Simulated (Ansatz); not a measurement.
**A sublattice moved along a line in TiRe**

These are results of Ansatz 0.2.0, DFT PBEsol, scalar-relativistic, plane waves, PAW, not measurements. The runs took a 420 eV cutoff, a Γ-centred 16×16×16 mesh and Gaussian smearing (0.15 eV). Spin–orbit coupling is left out, which can shift energies with elements as heavy as these. No spin polarisation. Energies are free energies at this smearing, counted from the undisturbed cell; pressure is positive in compression.

The undisturbed cell (as given, not relaxed at this level; it stands at -7.6 GPa, and it needn't be the usual structure):

```
Ti Re
1.0
     3.11800    0.00000    0.00000
     0.00000    3.11800    0.00000
     0.00000    0.00000    3.11800
Ti Re
1 1
Direct
  0.50000 0.50000 0.50000
  0.00000 0.00000 0.00000
```

Every Re atom is moved by x along the Cartesian unit vector (-0.577, -0.577, -0.577); the cell and all other atoms stay fixed. The cell is metallic on the mesh throughout.

| x (Å) | ΔE (meV/cell) | force along x on the moved atoms (eV/Å) | pressure (GPa) |
| --- | --- | --- | --- |
| -0.3000 | 425.6 | 2.78 | -0.7 |
| -0.1500 | 107.8 | 1.44 | -5.9 |
| 0.0000 | 0.0 | 0.00 | -7.6 |
| 0.0375 | 6.7 | -0.36 | -7.5 |
| 0.0750 | 26.9 | -0.72 | -7.2 |
| 0.1125 | 60.6 | -1.08 | -6.6 |
| 0.1875 | 168.2 | -1.79 | -4.9 |
| 0.2250 | 241.6 | -2.13 | -3.7 |
| 0.2625 | 327.5 | -2.46 | -2.3 |

By symmetry 0.3000 repeats -0.3000, -0.2250 repeats 0.2250, 0.1500 repeats -0.1500, -0.0750 repeats 0.0750 in energy, with the opposite slope along the path.